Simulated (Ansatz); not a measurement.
KTaO3:
```
CELL_PARAMETERS angstrom
      3.99013     0.00000     0.00000
      0.00000     3.99013     0.00000
      0.00000     0.00000     3.99013
ATOMIC_POSITIONS crystal
  K  0.00000 0.00000 0.00000
  Ta 0.50000 0.50000 0.50000
  O  0.00000 0.50000 0.50000
  O  0.50000 0.50000 0.00000
  O  0.50000 0.00000 0.50000
```

Relaxed with r²SCAN.

Problem. Map the electron localisation function on the plane through (0.000, 0.000, 0.000) spanned by u = [1, 0, 0] and v = [0, 1, 1] in lattice vectors, from the program Ansatz at the r²SCAN level (PAW).

Solution. x is the fraction of u, y of v (the angle between them is 90°; rows are the nearest grid lines); atoms in the plane: K at (0.00, 0.00), Ta at (0.50, 0.50), O at (0.00, 0.50).
```
y \ x   0.000  0.100  0.200  0.250  0.350  0.450  0.550  0.650  0.750  0.800  0.900   1.00
------  -----  -----  -----  -----  -----  -----  -----  -----  -----  -----  -----  -----
1.00    0.494  0.813  0.857  0.721  0.043  0.006  0.006  0.043  0.721  0.857  0.813  0.494
0.929   0.816  0.872  0.808  0.545  0.022  0.013  0.013  0.022  0.545  0.808  0.872  0.816
0.857   0.851  0.800  0.355  0.079  0.021  0.037  0.037  0.021  0.079  0.355  0.800  0.851
0.786   0.131  0.076  0.023  0.021  0.051  0.068  0.068  0.051  0.021  0.023  0.076  0.131
0.679   0.578  0.485  0.163  0.072  0.061  0.139  0.139  0.061  0.072  0.163  0.485  0.578
0.607   0.824  0.813  0.444  0.131  0.485  0.753  0.753  0.485  0.131  0.444  0.813  0.824
0.536   0.424  0.773  0.560  0.190  0.743  0.313  0.313  0.743  0.190  0.560  0.773  0.424
0.464   0.424  0.773  0.560  0.190  0.743  0.313  0.313  0.743  0.190  0.560  0.773  0.424
0.393   0.824  0.813  0.444  0.131  0.485  0.753  0.753  0.485  0.131  0.444  0.813  0.824
0.321   0.578  0.485  0.163  0.072  0.061  0.139  0.139  0.061  0.072  0.163  0.485  0.578
0.214   0.131  0.076  0.023  0.021  0.051  0.068  0.068  0.051  0.021  0.023  0.076  0.131
0.143   0.851  0.800  0.355  0.079  0.021  0.037  0.037  0.021  0.079  0.355  0.800  0.851
0.0714  0.816  0.872  0.808  0.545  0.022  0.013  0.013  0.022  0.545  0.808  0.872  0.816
0.000   0.494  0.813  0.857  0.721  0.043  0.006  0.006  0.043  0.721  0.857  0.813  0.494
```

The density is the valence pseudo-density with augmentation charge, so density and ELF within about 1 Å of a nucleus are not all-electron values.

Space group Pm-3m (cubic perovskite). Symmetry was held in the r²SCAN relaxation; phonons on a q-mesh show weakly imaginary modes. No spin polarisation was allowed. Spin–orbit coupling is left out wherever it is not named.

Potentials: the later of the program's two PAW sets.
